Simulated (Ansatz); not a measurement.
SnO2:
```xyz
6
Lattice="4.8275 0.0000 0.0000 0.0000 4.8275 0.0000 0.0000 0.0000 3.2382" Properties=species:S:1:pos:R:3 pbc="T T T"
Sn     2.4137     2.4137     1.6191
Sn     0.0000     0.0000     0.0000
O      0.9338     3.8937     1.6191
O      3.8937     0.9338     1.6191
O      3.3475     3.3475     0.0000
O      1.4800     1.4800     0.0000
```

This is the PBE-relaxed structure. Cartesian axes are those of the cell as given.

Question: All from PBE (plane waves, PAW; program Ansatz), unless another level is named. Give the Young's modulus.

Answer: 217 GPa.

Question: Give the elastic constants (relaxed ions, GPa).

Answer: C11 = 209, C12 = 140, C13 = 128, C33 = 376, C44 = 84.6, C66 = 177.

Question: Predict the vibrational entropy at 300 K.

Answer: 19.2 J/(K·mol of atoms).

Space group P4_2/mnm (rutile). The cell was relaxed with PBE under the symmetry of its start; phonons on a q-mesh show no instability. Spin–orbit coupling is left out wherever it is not named.

Potentials: the later of the program's two PAW sets.
